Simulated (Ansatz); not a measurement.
**Calculated with Ansatz: LuGa3Cu, relaxation**

Run with:

```bash
ansatz run input.yaml --threads 2 --pin off --max-ram 3584MiB --backend cpu --events-out ev --progress --plain --runs-dir out
```

input.yaml:

```yaml
crystal:
  lattice:
    - [0.0, 4.113052, 0.0]
    - [4.113052, 0.0, 0.0]
    - [2.056526, 2.056526, -5.097317]
  atoms:
    - { symbol: Lu, position: [0.1276, 0.1276, 0.7448] }
    - { symbol: Cu, position: [0.5153, 0.5153, 0.9694] }
    - { symbol: Ga, position: [0.87958, 0.37958, 0.24084] }
    - { symbol: Ga, position: [0.37958, 0.87958, 0.24084] }
    - { symbol: Ga, position: [0.7422, 0.7422, 0.5156] }
  symmetry: { tolerance: 0.0003 }
kpoints:
  mp_grid: { grid: [7, 7, 7], shift: [0, 0, 0] }
magnetization:
  spin_polarized: false
scf:
  occupations: { method: fermi_dirac }
  lower_state_search: "off"
hamiltonian:
  pseudopotentials: { kind: paw }
  xc: pbe
basis:
  ecutwfc: 420
  fft_grid_basis: typed
relax:
  max_steps: 40
  cell: { p_target: 0.0 }
  f_tol: 0.03
output:
  forces: true
  stress: true
  eigenvalues: true
  bader: true
  populations: true
  elf: true
  write_potential: true
  volumetric_format: npy
  dos:
    e_range: [-12, 8]
    de: 0.05
    projected: { site_lists: { Cu: [Cu], Ga: [Ga], Lu: [Lu] } }
  write_density: true
checkpoint:
  read: saved_state
```

Origin of the cell: a known structure type with other elements, at an estimated volume, so it need not be a known compound.

The smearing width isn't typed, so it takes its default of 0.1 eV.

The saved state is a converged single point of the same cell.

Steps («new basis» is an SCF on plane waves selected anew at the same cell):

```csv
step,ΔF (meV/atom),max force component (eV/Å),P (GPa),volume (Å³),SCF iterations,step was
1,0.0,1.252,3.12,86.23,9,accepted
2,-31.4,0.537,0.63,88.09,9,accepted
3,-41.1,0.241,0.35,87.97,9,accepted
4,-42.2,0.028,-0.11,88.44,8,accepted
5,-42.2,0.033,-0.37,88.66,8,accepted
6,-42.3,0.025,-0.01,88.29,7,accepted
7,-42.6,0.025,0.00,88.29,9,new basis
8,-42.6,0.013,0.00,88.29,8,accepted
9,-42.6,0.013,0.00,88.29,7,new basis
```

Before:

Space group I4mm (No. 107); the run's cell has a = 4.113 Å, b = 4.113 Å, c = 5.869 Å, α = 69.49°, β = 69.49°, γ = 90.00°. Shortest distances: Cu–Ga 2.31 Å, Ga–Ga 2.49 Å, Cu–Lu 3.13 Å, Ga–Lu 3.13 Å.

After:

Space group I4mm (No. 107); the run's cell has a = 4.035 Å, b = 4.035 Å, c = 6.127 Å, α = 70.77°, β = 70.77°, γ = 90.00°. Shortest distances: Cu–Ga 2.33 Å, Ga–Ga 2.63 Å, Ga–Lu 3.05 Å, Cu–Lu 3.12 Å.

```xyz
5
Lattice="0.0000 4.0353 0.0000 4.0353 0.0000 0.0000 2.0177 2.0177 -5.4217" Properties=species:S:1:pos:R:3 pbc="T T T"
Lu    2.0177    2.0177   -4.0026
Cu    4.0353    4.0353   -5.2663
Ga    2.0177    4.0353   -1.2467
Ga    4.0353    2.0177   -1.2467
Ga    4.0353    4.0353   -2.9384
```

| Property | Result |
| --- | --- |
| Free energy lowered by | 42.6 meV/atom |
| Volume change | 2.38 % |
| Final pressure | 0.00 GPa |
| Relaxation steps listed | 9 |

Caveats: no moments, though an odd count or open d shells may carry them; no spin-orbit coupling, though heavy elements are present; the relaxation held the start's symmetry, so the end may be a saddle point.

The run took 3.3 min on 2 threads of Arm Neoverse V1, with other jobs on the host, peak memory 0.48 GiB, from a saved density.
